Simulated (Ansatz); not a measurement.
# Formation energy of Al₂Pd

```
CELL_PARAMETERS angstrom
0.00000 2.94402 2.94402
2.94402 0.00000 2.94402
2.94402 2.94402 0.00000
ATOMIC_POSITIONS crystal
Al 0.25000 0.25000 0.25000
Al 0.75000 0.75000 0.75000
Pd 0.00000 0.00000 0.00000
```

The cell comes from a relaxation on PAW files under the same functional, begun from a database entry that needn't be the ground state.

Level of theory: DFT with PBEsol, scalar-relativistic, in Ansatz 0.2.0; a Γ-centred 11×11×11 k mesh, Fermi–Dirac smearing of 0.05 eV, no spin polarisation. LAPW: all electrons, basis error target 0.5 meV/atom; PAW: frozen-core files, cutoff 420 eV.

The elements are taken as Al fcc, Pd fcc, each relaxed on PAW files under the same functional and computed by the same method as the compound; zero-point and thermal terms are left out.

The PAW files were made under PBE.

**Question.** Give the formation energy by each method, with the residual pressure at this cell and the LAPW gap.

**Answer.** 

| method | ΔE(formation) (eV/atom) | P at this cell (GPa) | gap (eV) |
| --- | --- | --- | --- |
| LAPW | -0.611 | -0.01 | 0.00 |
| PAW | -0.610 | 0.00 | – |

**Question.** Give the LAPW value for one formula unit in kJ/mol.

**Answer.** -0.611 eV/atom × 3 atoms × 96.485 kJ/(mol·eV) = -176.9 kJ/mol, at zero temperature and without zero-point motion.
